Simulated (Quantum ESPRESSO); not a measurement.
# RhHf4Au2Al: finding a planted mistake in a log

Simulated, not a measurement. The program is pw.x of Quantum ESPRESSO 7.5 (plane-wave density functional theory). The cell is made up: eight metal atoms on a face-centred cubic lattice, with elements, volume, strain and displacements drawn at random and not relaxed, so it may be unstable or far from any real phase. PseudoDojo standard norm-conserving files set the functional (PBE unless stated); there is no spin polarisation or spin-orbit coupling, the Fermi-Dirac width of 0.25 eV means electrons at about 2900 K, and the masses in the input are unused placeholders. Heavy elements are run without spin-orbit coupling, which real alloys of them have. A spin test at this wide smearing found no moment, but such smearing suppresses magnetism that the real alloy may have.

Intended input:

```
&control calculation='scf', pseudo_dir='./dojo.nc.sr.pbe.v0_5.standard.upf', outdir='./o', disk_io='minimal', tprnfor=.true., tstress=.true. /
&system ibrav=0, nat=8, ntyp=4, nbnd=67, ecutwfc=87.97787729, nosym=.true., tot_charge=0,
 occupations='smearing', smearing='fd', degauss=0.0183746611
/
&electrons conv_thr=1.470e-08, electron_maxstep=70, mixing_beta=0.5 /
ATOMIC_SPECIES
Al 1.0 Al.upf
Au 1.0 Au.upf
Hf 1.0 Hf.upf
Rh 1.0 Rh.upf
CELL_PARAMETERS angstrom
0.0 2.1747 2.1747
-4.3493 4.3493 -4.3493
-4.3493 -4.3493 4.3493
ATOMIC_POSITIONS angstrom
Rh -0.0017 0.0773 -0.0421
Hf -4.3189 -2.2513 2.1625
Hf -4.3337 -0.0546 0.0343
Hf -4.3179 2.0459 -2.1877
Au -2.1504 0.0089 2.1334
Au -2.2216 2.1389 -0.0704
Hf -6.5561 0.0096 2.2323
Al -6.4855 2.2047 0.0301
K_POINTS automatic
8 3 3 1 1 1
```

The log is shortened where brackets say so; the opening notice, blank lines, dates and the lines on written files are dropped, and the path of the files is cut. It prints rydbergs, bohrs and kilobars, and counts compression as positive stress. Its total energy is the free energy E - TS of the whole cell.

Log of the intended run:

```
     Program PWSCF v.7.5
     Parallel version (MPI & OpenMP), running on       4 processor cores
     Number of MPI processes:                 4
     Threads/MPI process:                     1
     [start-up lines left out]
     bravais-lattice index     =            0
     lattice parameter (alat)  =       5.8118  a.u.
     unit-cell volume          =    1110.4389 (a.u.)^3
     number of atoms/cell      =            8
     number of atomic types    =            4
     number of electrons       =       106.00
     number of Kohn-Sham states=           67
     kinetic-energy cutoff     =      87.9779  Ry
     charge density cutoff     =     351.9115  Ry
     scf convergence threshold =      1.5E-08
     mixing beta               =       0.5000
     number of iterations used =            8  plain     mixing
     Exchange-correlation= PBE
                           (   1   4   3   4   0   0   0)
     [axes and pseudopotential details left out]
   Cartesian axes
     site n.     atom                  positions (alat units)
         1        Rh     tau(   1) = (  -0.0005528   0.0251342  -0.0136889  )
         2        Hf     tau(   2) = (  -1.4042964  -0.7320134   0.7031399  )
         3        Hf     tau(   3) = (  -1.4091087  -0.0177533   0.0111527  )
         4        Hf     tau(   4) = (  -1.4039713   0.6652273  -0.7113337  )
         5        Au     tau(   5) = (  -0.6992056   0.0028938   0.6936780  )
         6        Au     tau(   6) = (  -0.7223564   0.6954664  -0.0228907  )
         7        Hf     tau(   7) = (  -2.1317252   0.0031215   0.7258355  )
         8        Al     tau(   8) = (  -2.1087695   0.7168613   0.0097871  )
     number of k points=    36  Fermi-Dirac smearing, width (Ry)=  0.0184
                       cart. coord. in units 2pi/alat
        k(    1) = (  -0.1178538   0.0441942   0.0441942), wk =   0.0555556
        k(    2) = (   0.1178538   0.1620480  -0.0736597), wk =   0.0555556
     [further k points left out]
     Dense  grid:   123767 G-vectors     FFT dimensions: (  36,  90,  90)
     Estimated max dynamical RAM per process >     370.31 MB
     Estimated total dynamical RAM >       1.36 GB
     Initial potential from superposition of free atoms
     starting charge     105.9893, renormalised to     106.0000
     Starting wfcs are   74 randomized atomic wfcs
     total cpu time spent up to now is        5.1 secs
     per-process dynamical memory:   266.0 Mb
     Self-consistent Calculation
     iteration #  1     ecut=    87.98 Ry     beta= 0.50
     Davidson diagonalization with overlap
     ethr =  1.00E-02,  avg # of iterations =  2.8
     total cpu time spent up to now is       16.0 secs
     total energy              =   -1281.64741638 Ry
     estimated scf accuracy    <       3.07500979 Ry
     iteration #  2     ecut=    87.98 Ry     beta= 0.50
     Davidson diagonalization with overlap
     ethr =  2.90E-03,  avg # of iterations =  3.9
     total cpu time spent up to now is       28.7 secs
     total energy              =   -1281.81296162 Ry
     estimated scf accuracy    <      19.92749250 Ry
     [iterations 3 to 15 left out]
     iteration # 16     ecut=    87.98 Ry     beta= 0.50
     Davidson diagonalization with overlap
     ethr =  2.02E-10,  avg # of iterations =  2.0
     total cpu time spent up to now is      169.6 secs
     total energy              =   -1283.49327316 Ry
     estimated scf accuracy    <       0.00000003 Ry
     iteration # 17     ecut=    87.98 Ry     beta= 0.50
     Davidson diagonalization with overlap
     ethr =  2.38E-11,  avg # of iterations =  2.7
     total cpu time spent up to now is      179.9 secs
     End of self-consistent calculation
     [lines on levels left out]
!    total energy              =   -1283.49327316 Ry
     estimated scf accuracy    <          1.6E-09 Ry
     smearing contrib. (-TS)   =      -0.11419583 Ry
     internal energy E=F+TS    =   -1283.37907733 Ry
     The total energy is F=E-TS. E is the sum of the following terms:
     one-electron contribution =    -524.86274359 Ry
     hartree contribution      =     301.86131109 Ry
     xc contribution           =    -257.85249923 Ry
     ewald contribution        =    -802.52514560 Ry
     convergence has been achieved in  17 iterations
     Forces acting on atoms (cartesian axes, Ry/au):
     atom    1 type  4   force =     0.03442794   -0.00262248    0.00133844
     atom    2 type  3   force =     0.01007851   -0.01446317    0.03046742
     atom    3 type  3   force =     0.00171044    0.00746008   -0.00139876
     atom    4 type  3   force =    -0.02292196    0.02940001   -0.01039610
     atom    5 type  2   force =     0.00956865   -0.00612360    0.00502008
     atom    6 type  2   force =     0.01061681   -0.00272655    0.00705746
     atom    7 type  3   force =    -0.02690367    0.01734628   -0.04453548
     atom    8 type  1   force =    -0.01657673   -0.02827056    0.01244694
     Total force =     0.092480     Total SCF correction =     0.000197
     Computing stress (Cartesian axis) and pressure
          total   stress  (Ry/bohr**3)                   (kbar)     P=      -74.37
  -0.00068665   0.00004540  -0.00001945         -101.01        6.68       -2.86
   0.00004540  -0.00043107   0.00014154            6.68      -63.41       20.82
  -0.00001945   0.00014154  -0.00039895           -2.86       20.82      -58.69
     init_run     :      4.47s CPU      4.66s WALL (       1 calls)
     electrons    :    172.73s CPU    174.85s WALL (       1 calls)
     forces       :      1.95s CPU      1.97s WALL (       1 calls)
     stress       :      6.76s CPU      6.99s WALL (       1 calls)
     [timing details left out]
     PWSCF        :   3m 6.34s CPU   3m 8.93s WALL
     JOB DONE.
```

A second run was made from an input with one planted mistake. Its log:

```
     Program PWSCF v.7.5
     Parallel version (MPI & OpenMP), running on       4 processor cores
     Number of MPI processes:                 4
     Threads/MPI process:                     1
     [start-up lines left out]
     bravais-lattice index     =            0
     lattice parameter (alat)  =       5.8664  a.u.
     unit-cell volume          =    1142.0353 (a.u.)^3
     number of atoms/cell      =            8
     number of atomic types    =            4
     number of electrons       =       106.00
     number of Kohn-Sham states=           67
     kinetic-energy cutoff     =      87.9779  Ry
     charge density cutoff     =     351.9115  Ry
     scf convergence threshold =      1.5E-08
     mixing beta               =       0.5000
     number of iterations used =            8  plain     mixing
     Exchange-correlation= PBE
                           (   1   4   3   4   0   0   0)
     [axes and pseudopotential details left out]
   Cartesian axes
     site n.     atom                  positions (alat units)
         1        Rh     tau(   1) = (  -0.0005476   0.0251261  -0.0136905  )
         2        Hf     tau(   2) = (  -1.4043242  -0.7320396   0.7031446  )
         3        Hf     tau(   3) = (  -1.4091239  -0.0177493   0.0111457  )
         4        Hf     tau(   4) = (  -1.4040021   0.6652299  -0.7113589  )
         5        Au     tau(   5) = (  -0.6992146   0.0028992   0.6937062  )
         6        Au     tau(   6) = (  -0.7223757   0.6954779  -0.0229034  )
         7        Hf     tau(   7) = (  -2.1317573   0.0031247   0.7258547  )
         8        Al     tau(   8) = (  -2.1088217   0.7168673   0.0097927  )
     number of k points=    36  Fermi-Dirac smearing, width (Ry)=  0.0184
                       cart. coord. in units 2pi/alat
        k(    1) = (  -0.1178511   0.0441942   0.0441942), wk =   0.0555556
        k(    2) = (   0.1178511   0.1620453  -0.0736570), wk =   0.0555556
     [further k points left out]
     Dense  grid:   127509 G-vectors     FFT dimensions: (  36,  90,  90)
     Estimated max dynamical RAM per process >     379.94 MB
     Estimated total dynamical RAM >       1.39 GB
     Initial potential from superposition of free atoms
     starting charge     105.9893, renormalised to     106.0000
     Starting wfcs are   74 randomized atomic wfcs
     total cpu time spent up to now is        4.9 secs
     per-process dynamical memory:   282.5 Mb
     Self-consistent Calculation
     iteration #  1     ecut=    87.98 Ry     beta= 0.50
     Davidson diagonalization with overlap
     ethr =  1.00E-02,  avg # of iterations =  2.7
     total cpu time spent up to now is       16.5 secs
     total energy              =   -1281.85840585 Ry
     estimated scf accuracy    <       2.71791667 Ry
     iteration #  2     ecut=    87.98 Ry     beta= 0.50
     Davidson diagonalization with overlap
     ethr =  2.56E-03,  avg # of iterations =  3.9
     total cpu time spent up to now is       28.9 secs
     total energy              =   -1281.93622980 Ry
     estimated scf accuracy    <      17.91087988 Ry
     [iterations 3 to 15 left out]
     iteration # 16     ecut=    87.98 Ry     beta= 0.50
     Davidson diagonalization with overlap
     ethr =  1.49E-10,  avg # of iterations =  2.4
     total cpu time spent up to now is      174.2 secs
     total energy              =   -1283.47472548 Ry
     estimated scf accuracy    <       0.00000003 Ry
     iteration # 17     ecut=    87.98 Ry     beta= 0.50
     Davidson diagonalization with overlap
     ethr =  3.08E-11,  avg # of iterations =  2.6
     total cpu time spent up to now is      184.1 secs
     End of self-consistent calculation
     [lines on levels left out]
!    total energy              =   -1283.47472548 Ry
     estimated scf accuracy    <          8.1E-09 Ry
     smearing contrib. (-TS)   =      -0.11730378 Ry
     internal energy E=F+TS    =   -1283.35742170 Ry
     The total energy is F=E-TS. E is the sum of the following terms:
     one-electron contribution =    -536.23380013 Ry
     hartree contribution      =     305.61610758 Ry
     xc contribution           =    -257.68575275 Ry
     ewald contribution        =    -795.05397639 Ry
     convergence has been achieved in  17 iterations
     Forces acting on atoms (cartesian axes, Ry/au):
     atom    1 type  4   force =     0.03341265   -0.00228546    0.00111181
     atom    2 type  3   force =     0.00829350   -0.01352688    0.02869133
     atom    3 type  3   force =     0.00283150    0.00629832   -0.00063153
     atom    4 type  3   force =    -0.01978765    0.02719368   -0.00919424
     atom    5 type  2   force =     0.00690029   -0.00565657    0.00476851
     atom    6 type  2   force =     0.00764547   -0.00059752    0.00464856
     atom    7 type  3   force =    -0.02421116    0.01532603   -0.04167526
     atom    8 type  1   force =    -0.01508460   -0.02675159    0.01228082
     Total force =     0.085418     Total SCF correction =     0.000440
     Computing stress (Cartesian axis) and pressure
          total   stress  (Ry/bohr**3)                   (kbar)     P=      -97.97
  -0.00084319   0.00004632  -0.00002246         -124.04        6.81       -3.30
   0.00004632  -0.00059357   0.00013614            6.81      -87.32       20.03
  -0.00002246   0.00013614  -0.00056126           -3.30       20.03      -82.56
     init_run     :      4.66s CPU      4.87s WALL (       1 calls)
     electrons    :    176.17s CPU    179.23s WALL (       1 calls)
     forces       :      2.08s CPU      2.10s WALL (       1 calls)
     stress       :      6.70s CPU      6.91s WALL (       1 calls)
     [timing details left out]
     PWSCF        :   3m 9.71s CPU   3m13.24s WALL
     JOB DONE.
```

Question: the log repeats what the program read. Compare it with the intended run: what was wrong in the second input?

Answer: the cell and the positions are scaled by a wrong factor. The input lines that differ:

```
- 0.0 2.1747 2.1747
- -4.3493 4.3493 -4.3493
- -4.3493 -4.3493 4.3493
+ 0.0 2.1951 2.1951
+ -4.3902 4.3902 -4.3902
+ -4.3902 -4.3902 4.3902
- Rh -0.0017 0.0773 -0.0421
- Hf -4.3189 -2.2513 2.1625
- Hf -4.3337 -0.0546 0.0343
- Hf -4.3179 2.0459 -2.1877
- Au -2.1504 0.0089 2.1334
- Au -2.2216 2.1389 -0.0704
- Hf -6.5561 0.0096 2.2323
- Al -6.4855 2.2047 0.0301
+ Rh -0.0017 0.078 -0.0425
+ Hf -4.3595 -2.2725 2.1828
+ Hf -4.3744 -0.0551 0.0346
+ Hf -4.3585 2.0651 -2.2083
+ Au -2.1706 0.009 2.1535
+ Au -2.2425 2.159 -0.0711
+ Hf -6.6177 0.0097 2.2533
+ Al -6.5465 2.2254 0.0304
```

|  | intended run | run with the mistake |
| --- | --- | --- |
| free energy (eV) | -17462.816 | -17462.563 |
| entropy term -TS, part of it (eV) | -1.554 | -1.596 |
| pressure (GPa) | -7.44 | -9.80 |
| size of the largest force component (eV/Å) | 1.145 | 1.072 |
| largest change of a force component (eV/Å) |  | 0.081 |
| iterations | 17 | 17 |

For scale, a rerun of the intended cell at a higher cutoff and on a denser mesh moved values by no more than 0.004 eV in energy, 0.02 GPa in stress and 0.006 eV/Å in force, and a second program with other atomic files agreed on that cell to 2 % rms in force and 0.5 GPa in pressure.